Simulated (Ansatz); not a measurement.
Data:

K2S:
```
CELL_PARAMETERS angstrom
      0.00000     3.73106     3.73106
      3.73106     0.00000     3.73106
      3.73106     3.73106     0.00000
ATOMIC_POSITIONS crystal
  K  0.25000 0.25000 0.25000
  K  0.75000 0.75000 0.75000
  S  0.00000 0.00000 0.00000
```

This is the PBE-relaxed structure.

### Question
All from the program Ansatz at the PBE level (PAW), unless another level is named. Give the band gap.

### Answer
2.32 eV (indirect).

### Question
Predict the formation energy from the elements (no fitted shifts).

### Answer
-1.08 eV/atom.

### Question
And the electron effective mass?

### Answer
0.36 mₑ (isotropic).

### Question
Give the conduction-band minimum.

### Answer
at Γ.

### Question
Next, the weight of the valence-edge state by species (Voronoi cells)?

### Answer
S 86 %, K 14 %.

### Question
Predict the weight of the conduction-edge state by species (Voronoi cells).

### Answer
K 81 %, S 19 %.

Space group Fm-3m (anti-fluorite). Symmetry was held in the PBE relaxation. The references are the lowest solids computed at this level, not always the standard phases.

Potentials: the later of the program's two PAW sets.
